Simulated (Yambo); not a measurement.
```
CELL_PARAMETERS angstrom
     -1.84472     5.35212     2.40196
      1.84472    -5.35212     2.40196
      1.84472     5.35212    -2.40196
ATOMIC_POSITIONS crystal
  H  0.94103 0.44103 0.50000
  H  0.20432 0.09760 0.10672
  H  0.99088 0.09760 0.89328
  Li 0.67343 0.00136 0.67207
  Li 0.32929 0.00136 0.32793
  Li 0.82013 0.50096 0.31917
  Li 0.18179 0.50096 0.68083
  N  0.72692 0.22692 0.50000
  N  0.43281 0.26556 0.16725
  N  0.09831 0.26556 0.83275
  Mg 0.52508 0.52508 0.00000
```

Li4MgN3H3 (space group Imm2, No. 44): mean Im ε in 1 eV windows above the direct gap of 4.18 eV, for different electron-hole kernels (Yambo, broadening 0.15 eV, LDA (pw.x of Quantum ESPRESSO, ONCV potentials, without SOC) bands; 6×6×6 mesh, 9 valence and 4 conduction bands, static screening with 55 bands and a 3 Ry block, scissor 1.68 eV, Tamm-Dancoff; field along x).

```csv
window (eV),independent quasiparticles,BSE
4.2 to 5.2,1.3,3.3
5.2 to 6.2,2.3,4.3
6.2 to 7.2,3.9,3.3
7.2 to 8.2,3.9,2.0
8.2 to 9.2,3.2,1.5
```

This run doesn't resolve bound excitons or single peaks, so only averages are given, and they too depend on the mesh; weight that the attraction moves below the gap isn't listed. All transitions below 9.43 eV are in the band window. The scissor comes from a G0W0 run whose convergence isn't established.

Geometry of the Materials Project entry, not relaxed at this level.

The structure is a Materials Project entry; no match was found in the copy of COD used, and its stability was not checked.
